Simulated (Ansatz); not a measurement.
B₄C:
```cif
data_C3B12
_chemical_formula_sum 'B12 C3'
_space_group_name_H-M_alt 'P 1'
_space_group_IT_number 1
_cell_length_a 5.18573
_cell_length_b 5.18573
_cell_length_c 5.02777
_cell_angle_alpha 66.087
_cell_angle_beta 113.913
_cell_angle_gamma 114.907
loop_
_space_group_symop_operation_xyz
  'x, y, z'
loop_
_atom_site_label
_atom_site_type_symbol
_atom_site_fract_x
_atom_site_fract_y
_atom_site_fract_z
_atom_site_occupancy
B1 B 0.49175 0.50825 0.83836 1
B2 B 0.50200 0.17615 0.48397 1
B3 B 0.82385 0.49800 0.48397 1
B4 B 0.49409 0.83092 0.50544 1
B5 B 0.16908 0.50591 0.50544 1
B6 B 0.30705 0.69295 0.18084 1
B7 B 0.68960 0.31040 0.81193 1
B8 B 0.30286 0.18816 0.69506 1
B9 B 0.81184 0.69714 0.69506 1
B10 B 0.69620 0.81750 0.29880 1
B11 B 0.18250 0.30380 0.29880 1
B12 B 0.00040 0.99960 0.98787 1
C1 C 0.50331 0.49669 0.17564 1
C2 C 0.12561 0.87439 0.88129 1
C3 C 0.87851 0.12149 0.10360 1
```

Relaxed with PBEsol.

**Question.** Which orbitals make up the states near the band edges in PBEsol in the plane-wave PAW code Ansatz?

**Answer.** Top 1 eV of the valence band: B 2p 77 %, C 2p 17 %, B 2s 5 %. Bottom 1 eV of the conduction band: B 2p 78 %, C 2p 9 %, B 2s 8 %. Projections are on Löwdin-orthogonalised atomic valence shells; empty p or d shells of many metals are not among them.

**Question.** Tabulate the density of states.

**Answer.** States/eV per cell of 15 atoms, in 0.25 eV bins, energy from the valence-band maximum.

```
E (eV)  total  B 2p  C 2p  B 2s
------  -----  ----  ----  ----
-7.85    2.43  1.40  0.51  0.44
-7.60    2.98  1.72  0.61  0.54
-7.35    3.22  1.83  0.72  0.56
-7.10    3.81  2.13  0.92  0.64
-6.85    4.27  2.34  1.06  0.75
-6.60    3.51  1.94  0.80  0.65
-6.35    3.77  2.04  0.90  0.72
-6.10    4.51  2.46  1.11  0.81
-5.85    4.09  2.29  0.98  0.69
-5.60    2.87  1.63  0.72  0.44
-5.35    3.77  2.09  1.04  0.53
-5.10    4.10  2.24  1.27  0.47
-4.85    3.99  2.11  1.33  0.44
-4.60    4.55  2.29  1.64  0.49
-4.35    4.18  2.10  1.55  0.43
-4.10    4.05  2.08  1.50  0.39
-3.85    4.40  2.20  1.72  0.41
-3.60    4.96  2.72  1.76  0.39
-3.35    5.06  2.99  1.59  0.39
-3.10    5.19  3.28  1.40  0.41
-2.85    6.16  4.02  1.51  0.53
-2.60    6.24  4.27  1.38  0.51
-2.35    5.62  4.05  1.16  0.34
-2.10    5.71  4.25  1.05  0.34
-1.85    5.22  3.79  1.03  0.34
-1.60    4.47  3.10  1.01  0.30
-1.35    5.52  3.92  1.20  0.33
-1.10    6.34  4.63  1.29  0.33
-0.85    5.17  3.82  1.05  0.25
-0.60    4.18  3.28  0.64  0.23
-0.35    1.49  1.25  0.15  0.08
-0.10    0.11  0.09  0.01  0.00
0.15     0.00  0.00  0.00  0.00
0.40     0.00  0.00  0.00  0.00
0.65     0.00  0.00  0.00  0.00
0.90     0.00  0.00  0.00  0.00
1.15     0.00  0.00  0.00  0.00
1.40     0.00  0.00  0.00  0.00
1.65     0.00  0.00  0.00  0.00
1.90     0.00  0.00  0.00  0.00
2.15     0.00  0.00  0.00  0.00
2.40     0.00  0.00  0.00  0.00
2.65     0.00  0.00  0.00  0.00
2.90     0.40  0.32  0.03  0.03
3.15     2.03  1.59  0.18  0.18
3.40     3.47  2.71  0.31  0.27
3.65     3.37  2.63  0.28  0.28
3.90     3.29  2.54  0.29  0.27
4.15     4.03  3.12  0.35  0.30
4.40     3.96  3.00  0.35  0.34
4.65     4.06  3.07  0.37  0.34
4.90     3.00  2.29  0.29  0.21
5.15     3.29  2.47  0.28  0.27
5.40     3.15  2.40  0.26  0.24
5.65     3.27  2.35  0.26  0.31
5.90     3.02  1.99  0.24  0.34
6.15     2.50  1.57  0.21  0.33
6.40     3.20  1.93  0.27  0.50
6.65     3.71  2.21  0.32  0.58
6.90     3.25  1.84  0.30  0.53
7.15     3.30  1.81  0.29  0.52
7.40     2.88  1.52  0.28  0.48
7.65     4.33  2.10  0.45  0.88
```

Space group Cm. The first step of the workflow began from a Materials Project structure, measured or hypothetical; the Crystallography Open Database copy checked does not list it. Its standing as an ambient phase is unchecked. Symmetry was held in the PBEsol relaxation; phonons on a q-mesh show no instability.

Potentials: the later of the program's two PAW sets.
